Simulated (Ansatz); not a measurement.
Starting cell, CdS (zinc blende):

```xyz
4
Lattice="0.0000 5.9271 5.9271 2.9635 2.9635 5.9271 2.9635 2.9635 0.0000" Properties=species:S:1:pos:R:3 pbc="T T T"
S      4.4453     4.4453     4.4453
S      4.4453     7.4089     7.4089
Cd     0.0000     0.0000     0.0000
Cd     2.9635     5.9271     2.9635
```

A phonon eigenvector at X = (0.5, 0.5, 0.0) is frozen into this cell: atom i moves by Q times the vector below, so Q is the largest atomic displacement, in Å. The cell is held. It is one choice among 2 degenerate patterns. (q is in reciprocal vectors of the primitive cell; the cell shown is doubled to hold the pattern.)

```csv
atom,x,y,z
S1,0.000,-1.000,0.000
S2,0.000,1.000,0.000
Cd3,0.185,0.000,0.000
Cd4,-0.185,0.000,0.000
```

These are PBE (plane waves to 420 eV, PAW, scalar-relativistic; Ansatz, an electronic-structure program) values and carry that method's errors. k mesh 10×10×10 (Γ-centred), Fermi-Dirac smearing 0.05 eV. The energy includes the smearing's −TS. Stress and pressure are positive under compression. CdS was relaxed with its symmetry unable to fall. The PAW data are Ansatz's earlier set. The zero of ΔE is the undisplaced structure.

| Q (Å) | ΔE (meV/cell) | P (GPa) | −dE/dQ from forces (eV/Å) |
|---|---|---|---|
| -0.180 | 280.9 | 1.23 | 3.133 |
| -0.150 | 194.9 | 0.85 | 2.605 |
| -0.120 | 124.6 | 0.55 | 2.080 |
| -0.090 | 70.0 | 0.31 | 1.558 |
| -0.060 | 31.1 | 0.14 | 1.037 |
| -0.030 | 7.8 | 0.04 | 0.518 |
| 0.000 | 0.0 | 0.00 | 0.000 |
| 0.030 | 7.8 | 0.04 | -0.518 |
| 0.060 | 31.1 | 0.14 | -1.037 |
| 0.090 | 70.0 | 0.31 | -1.558 |
| 0.120 | 124.6 | 0.55 | -2.080 |
| 0.150 | 194.9 | 0.85 | -2.605 |
| 0.180 | 280.9 | 1.23 | -3.133 |

Read from the data:

Energy at Q = 0.180 Å: 280.9 meV/cell
Space group of the distorted cell: C222_1 (No. 20), lowered from F-43m
Symmetry of the curve: even: the same for both signs
Shape of the curve: a single well with its minimum at or next to zero displacement
Harmonic wavenumber from the curvature (finite differences): 256 cm⁻¹
Wavenumber by perturbation theory (DFPT, on another k mesh): 256 cm⁻¹

The 13 points together took very roughly 15 core-minutes.

(A displaced cell: forces are minus the slopes of the energy, force constants its curvatures, and phonons follow from these.)
